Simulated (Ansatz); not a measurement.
# WC: moving C off its site

WC, P-6m2, a = 2.901 Å, c = 2.829 Å (as given, not relaxed at this level: 4.3 GPa). Ansatz: r2SCAN, PAW, 500 eV, Γ-centred 18×18×16 mesh on 2 atoms, Gaussian smearing 0.15 eV; no spin polarisation.

```xyz
2
Lattice="2.9005 0.0000 0.0000 -1.4503 2.5119 0.0000 0.0000 0.0000 2.8290" Properties=species:S:1:pos:R:3 pbc="T T T"
W     0.0000    0.0000    0.0000
C     1.4503    0.8373    1.4145
```

Atom 2 (C) moves by x along the unit vector (-0.662, -0.382, -0.645), with its periodic images; all else is held. y is the free energy of the cell over the start, F the force along the path summed over the moved atoms.

| x (Å) | y (meV) | F (eV/Å) |
| --- | --- | --- |
| -0.200 | ? | ? |
| -0.150 | 170.7 | 2.28 |
| -0.100 | 75.9 | 1.52 |
| 0.000 | 0.0 | 0.00 |
| 0.050 | 19.4 | -0.78 |
| 0.150 | 182.2 | -2.52 |
| 0.200 | 332.5 | -3.51 |

Q: Fit y = c2 x² + c3 x³ + c4 x⁴ to the energies of the other rows, give the force constant, and predict energy and force of the missing row.

A: Least squares on the rows shown. y = 7678.6 x² + 1703.6 x³ + 7321.5 x⁴. The force constant is 2 c2 = 15.4 eV/Å², for the cell as given, at 4.3 GPa (for all images moving together, not for a lone atom). The force −dy/dx at the missing row is 3.10 eV/Å (computed 3.06). At x = -0.200 the fit asked for gives 305.2 meV. The run gave 304.3 meV, so the fit is 0.9 meV too high, a small miss on the scale of the series.

Spin–orbit coupling is left out, which can shift energies with elements as heavy as these.